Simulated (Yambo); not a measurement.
```xyz
6
Lattice="4.2427 0.0000 0.0000 -2.1214 3.6743 0.0000 0.0000 0.0000 7.6828" Properties=species:S:1:pos:R:3 pbc="T T T"
H      0.0000     0.0000     3.8414
H      2.1214     1.2248     2.7447
H      0.0000     2.4495     4.9381
Sr     2.1214     1.2248     5.2140
Sr     0.0000     2.4495     2.4688
I      0.0000     0.0000     0.0000
```

Sr2H3I (space group P-3m1, No. 164): mean Im ε in 1 eV windows above the direct gap of 4.02 eV, for different electron-hole kernels (Yambo, broadening 0.15 eV, PBEsol (pw.x of Quantum ESPRESSO, ONCV potentials, with spin-orbit coupling) bands; 6×6×2 mesh, 8 valence and 22 conduction bands, static screening with 118 bands and a 3 Ry block, scissor 1.57 eV, Tamm-Dancoff; field along x).

```
window (eV)  independent quasiparticles  RPA (no attraction)  BSE
-----------  --------------------------  -------------------  ---
4.0 to 5.0                          1.7                  1.5  4.0
5.0 to 6.0                          3.0                  2.5  7.1
6.0 to 7.0                          5.9                  4.8  5.5
```

This run doesn't resolve bound excitons or single peaks, so only averages are given, and they too depend on the mesh; weight that the attraction moves below the gap isn't listed. All transitions below 7.44 eV are in the band window. The scissor comes from a G0W0 run whose convergence isn't established.

Geometry of the Materials Project entry, not relaxed at this level.

The structure is a Materials Project entry; no match was found in the copy of COD used, and its stability was not checked.
